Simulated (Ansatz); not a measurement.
# SrO: zone-centre modes at 25 GPa

Level of theory: DFT LDA, scalar-relativistic, plane waves, PAW in Ansatz. Plane waves to 420 eV; Γ-centred k mesh 8×8×8; fixed occupations. No spin polarisation. Phonons by linear response, acoustic sum rule imposed.

The cell, relaxed at 25 GPa:
```
CELL_PARAMETERS angstrom
0.00000 2.39663 2.39663
2.39663 0.00000 2.39663
2.39663 2.39663 0.00000
ATOMIC_POSITIONS crystal
Sr 0.00000 0.00000 0.00000
O 0.50000 0.50000 0.50000
```

At this pressure the crystal is close to a known change of phase.

(1) Is this structure stable against zone-centre distortions?

(2) List the optical modes at Γ without the LO field (i marks imaginary ones).

## Answers

(1) Yes, at Γ: no optical mode is imaginary. Strains and other wave vectors aren't tested by this run.

(2)
```csv
frequency (meV),degeneracy,IR intensity of the level ((D/Å)²/amu)
38.5,3,35.01
```

Cost: 1 run of about 0.61 core-minutes, on Arm Neoverse N1 (shared hosts).